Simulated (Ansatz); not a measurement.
# Nd2H3: zone-centre modes

The calculation used DFT PBE, scalar-relativistic, plane waves, PAW, and for the lanthanide a 4f-in-core norm-conserving potential, in Ansatz. Settings: 660 eV plane-wave cutoff, Γ-centred 12×12×12 mesh, Gaussian smearing of 0.10 eV. No spin polarisation. Phonons by linear response, acoustic sum rule imposed.

Equilibrium structure at this level:
```xyz
5
Lattice="1.9254 1.1116 6.3555 -1.9254 1.1116 6.3555 0.0000 -2.2233 6.3555" Properties=species:S:1:pos:R:3 pbc="T T T"
Nd    0.0000    0.0000    4.2414
Nd    0.0000    0.0000   13.7411
H     0.0000    0.0000    6.5909
H     0.0000    0.0000   11.4080
H     0.0000    0.0000    1.8436
```

The cell was found from a structure generator's guess, not taken from experiment. In a metal, frequencies depend on the k mesh and the smearing, soft modes most.

Q: Is this structure stable against zone-centre distortions?

A: Yes, at Γ: no optical mode is imaginary. Strains and other wave vectors aren't tested by this run.

Q: List the optical modes at Γ (i marks imaginary ones).

A:
```csv
frequency (THz),degeneracy
1.94,2
3.59,1
25.05,1
25.15,2
25.73,2
27.42,1
30.14,2
30.41,1
```

The lanthanide is trivalent by construction, without f bands, f moments or other valences.
